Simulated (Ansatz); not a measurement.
# Notes on K2ScSe2

```
CELL_PARAMETERS angstrom
0.00000 0.00000 6.45402
7.18160 0.00000 0.00000
3.59080 6.61086 -3.22701
ATOMIC_POSITIONS crystal
K 0.14639 0.19291 0.29278
K 0.85361 0.80709 0.70722
K 0.35361 0.48569 0.70722
K 0.64639 0.51431 0.29278
Se 0.89408 0.30419 0.78816
Se 0.10592 0.69581 0.21184
Se 0.60592 0.09235 0.21184
Se 0.39408 0.90765 0.78816
Sc 0.25000 0.00000 0.00000
Sc 0.75000 0.00000 0.00000
```

The numbers come from plane-wave PAW DFT (Ansatz): r2SCAN, no spin polarisation, 500 eV, 6×6×6 Γ-centred k points, fermi-dirac occupations (width 0.1 eV). Nothing was relaxed.

(1) Describe some of the short contacts.

(2) Is there a gap?

(3) Is the cell too large or too small?

(4) Where is the largest force?

(5) How is the charge shared?

Origin: a known structure type with other elements, at an estimated volume, so it need not be a known compound. Caveats: many states at the Fermi level without spin polarisation, so a magnetic state may lie lower.

## Answers

(1) Se–Sc at 2.57 Å: least valence density 0.34 e/Å³ and ELF 0.18 there. K–Se at 3.29 Å: least valence density 0.08 e/Å³ and ELF 0.04 there. K–Sc at 3.51 Å: least valence density 0.04 e/Å³ and ELF 0.03 there. These are pseudo-fields; inside the PAW spheres they differ from the all-electron ones.

(2) It is a metal, with about 7.6 states/eV a cell as the mean within 0.25 eV of the Fermi level, mostly Sc d (79 %).

(3) The pressure is 2.6 GPa (compression positive), so with the atoms held at these fractions the cell would first expand; the forces are large, so a full relaxation may end otherwise.

(4) The largest is on Se7 (and as large on other atoms): 0.82 eV/Å, components (0.62, 0.54, 0.00). It makes 141° with the line to a nearest neighbour, Sc9 at 2.57 Å, pointing away from it.

(5) Bader charges in e: K +0.78, Sc +1.43, Se -1.50. In the mean Sc gives up most and Se takes most.
